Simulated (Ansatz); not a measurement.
Computed with DFT PBE, scalar-relativistic, plane waves, PAW in Ansatz 0.2.0. Cutoff 420 eV, Γ-centred meshes of about 0.25 Å⁻¹ or finer for metals and 0.3 Å⁻¹ for insulators (2π included), Gaussian smearing. No spin polarisation.

All energies are static (0 K, no zero-point motion).

Two forms of Si₄BN₃ were relaxed alike.

1.

```yaml
crystal:
  lattice:
    - [2.93843, 0.00000, 0.00000]
    - [-1.46922, 2.54476, 0.00000]
    - [0.00000, 0.00000, 12.97513]
  atoms:
    - { symbol: Si, position: [0.33333, 0.66667, 0.67589] }
    - { symbol: Si, position: [0.66667, 0.33333, 0.04827] }
    - { symbol: Si, position: [0.33333, 0.66667, 0.49252] }
    - { symbol: Si, position: [0.66667, 0.33333, 0.23123] }
    - { symbol: B, position: [0.00000, 0.00000, 0.30845] }
    - { symbol: N, position: [0.66667, 0.33333, 0.71804] }
    - { symbol: N, position: [0.33333, 0.66667, 0.00688] }
    - { symbol: N, position: [0.00000, 0.00000, 0.42772] }
```

2.

```yaml
crystal:
  lattice:
    - [-2.18018, 2.18018, 4.36364]
    - [2.18018, -2.18018, 4.36364]
    - [2.18018, 2.18018, -4.36364]
  atoms:
    - { symbol: Si, position: [0.38200, 0.87378, 0.00000] }
    - { symbol: Si, position: [0.87378, 0.38200, 0.00000] }
    - { symbol: Si, position: [0.12622, 0.12622, 0.50822] }
    - { symbol: Si, position: [0.61800, 0.61800, 0.49178] }
    - { symbol: B, position: [0.00000, 0.00000, 0.00000] }
    - { symbol: N, position: [0.75000, 0.25000, 0.50000] }
    - { symbol: N, position: [0.25000, 0.75000, 0.50000] }
    - { symbol: N, position: [0.50000, 0.50000, 0.00000] }
```

**Question.** Which is lower in energy, and by how much?

**Answer.** Cell 1 is lower, by 57 meV/atom. Cell 1 has space group P3m1 (No. 156), 12.1 Å³/atom and no gap on its mesh; cell 2 has space group I-42m (No. 121), 10.4 Å³/atom and no gap. The shortest distance is 1.55 Å (B–N) in cell 1 and 1.87 Å (Si–N) in cell 2. Cell 1 holds Si–Si pairs (shortest 2.37 Å); in cell 2 the shortest Si–Si distance is 3.03 Å. In cell 1, Si on its first site has 3 N at 1.78 Å and 1 Si at 2.38 Å; B has 1 N at 1.55 Å and 3 Si at 1.97 Å; N on its first site is surrounded by 3 Si at 1.78 Å; 5 more sites not described. In cell 2, Si is surrounded by 3 N at 1.87–1.88 Å and 1 B at 1.92 Å; around B lie 4 Si at 1.92 Å; around N on a site of symmetry -4 lie 4 Si at 1.87 Å; 1 more site not described. Both come from trial cells of a structure search, whose lowest cell (P1, 13.8 Å³/atom) lies 114 meV/atom below the lower of the two.

Weakly bound directions are ill-defined at this level, which has no dispersion term (P3m1), and this can change margins and order among such cells. A magnetic state wasn't ruled out in cells without spin, among them P3m1. Trial moments fell under 0.15 μB along the way in P3m1 and I-42m; another start might hold them. With atoms moved at random, cell 1 came back. Cell 2 had no clear such test and can be a saddle point. Some types were kept out of the candidates beforehand, so the set may lack a known form.
